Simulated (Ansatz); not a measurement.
Consider the following.

Cu₃Ge:
```
Cu3Ge
1.0
    4.15764     0.00000     0.00000
    0.00000     5.21767     0.00000
    0.00000     0.00000     4.50516
Cu Ge
6 2
Cartesian
  0.00000   2.60884   0.74806
  2.07882   0.00000   3.75711
  2.07882   1.29636   1.51684
  2.07882   3.92131   1.51684
  0.00000   1.31248   2.98832
  0.00000   3.90519   2.98832
  2.07882   2.60884   3.72701
  0.00000   0.00000   0.77815
```

This is the PBEsol-relaxed structure. x, y and z are the axes in which the lattice vectors are written.

Task: All from PBEsol in the plane-wave PAW code Ansatz, unless another level is named. Predict the Debye temperature from the elastic constants.

Result: 352 K.

Task: What about the highest zone-centre frequency?

Result: 246 cm⁻¹.

Task: Next, the elastic constants (relaxed ions, GPa)?

Result: C11 = 231, C22 = 210, C33 = 212, C12 = 113, C13 = 113, C23 = 116, C44 = 51.6, C55 = 50.1, C66 = 57.2.

Space group Pmmn. The first step of the workflow began from a Materials Project structure, measured or hypothetical; the Crystallography Open Database copy checked does not list it. Its standing as an ambient phase is unchecked. Symmetry was held in the PBEsol relaxation; its stability against distortions is not shown here. No spin polarisation was allowed. As this level gives no gap, shear constants depend on the k-mesh and smearing (Fermi–Dirac, 0.1 eV here). As this level gives no gap, phonon frequencies hold no LO–TO term and depend on the k-mesh and smearing (Fermi–Dirac, 0.1 eV here).

Potentials: the later of the program's two PAW sets.
